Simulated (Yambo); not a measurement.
**Optical response of AlN at +2 % biaxial strain**

```xyz
4
Lattice="3.1754 0.0000 0.0000 -1.5877 2.7500 0.0000 0.0000 0.0000 4.9206" Properties=species:S:1:pos:R:3 pbc="T T T"
N      1.5877     0.9167     4.3498
N      0.0000     1.8333     1.8895
Al     1.5877     0.9167     2.4406
Al     0.0000     1.8333     4.9009
```

Yambo, RPA with local fields on PBEsol bands shifted by a G0W0 scissor of 1.42 eV; 15×15×8 mesh, 32 bands, 4 Ry local-field block, 0.2 eV broadening; field along x.

```
E (eV)  Im ε   Re ε  Im ε, independent particles
------  ----  -----  ---------------------------
0.0     0.00   3.96                         0.00
0.5     0.01   3.97                         0.01
1.0     0.01   3.99                         0.01
1.5     0.02   4.03                         0.02
2.0     0.03   4.09                         0.03
2.5     0.04   4.16                         0.04
3.0     0.05   4.27                         0.05
3.5     0.06   4.40                         0.07
4.0     0.08   4.58                         0.09
4.5     0.11   4.82                         0.12
5.0     0.17   5.15                         0.18
5.5     0.36   5.67                         0.36
6.0     0.91   6.04                         0.89
6.5     1.31   6.46                         1.28
7.0     1.70   6.97                         1.69
7.5     3.33   7.71                         3.43
8.0     5.37   7.10                         5.71
8.5     6.64   6.36                         7.51
9.0     8.50   3.33                         9.45
9.5     7.06   1.38                         7.87
10.0    5.30   0.69                         5.87
10.5    4.90   0.43                         5.58
11.0    3.67   0.50                         4.35
11.5    3.56   0.85                         4.67
12.0    3.58   0.95                         5.10
12.5    3.66   1.25                         5.29
13.0    4.23   1.03                         5.59
13.5    4.36   0.27                         5.09
14.0    4.14  -0.27                         4.41
14.5    3.86  -0.90                         3.57
15.0    3.29  -0.97                         2.94
15.5    3.14  -1.45                         2.45
16.0    2.20  -1.58                         1.69
16.5    1.87  -1.26                         1.50
17.0    1.55  -1.28                         1.21
17.5    1.37  -1.05                         1.09
18.0    1.20  -0.99                         0.94
18.5    0.89  -0.99                         0.67
19.0    0.66  -0.75                         0.52
19.5    0.60  -0.54                         0.49
20.0    0.54  -0.46                         0.44
```

Peak heights and small wiggles depend on the k mesh. Convergence of the RPA response with its 15×15×8 mesh was not tested. The scissor comes from a G0W0 run whose convergence isn't established. No excitonic effects at this level.

Geometry strained from the cell relaxed with PBEsol, atoms relaxed again.
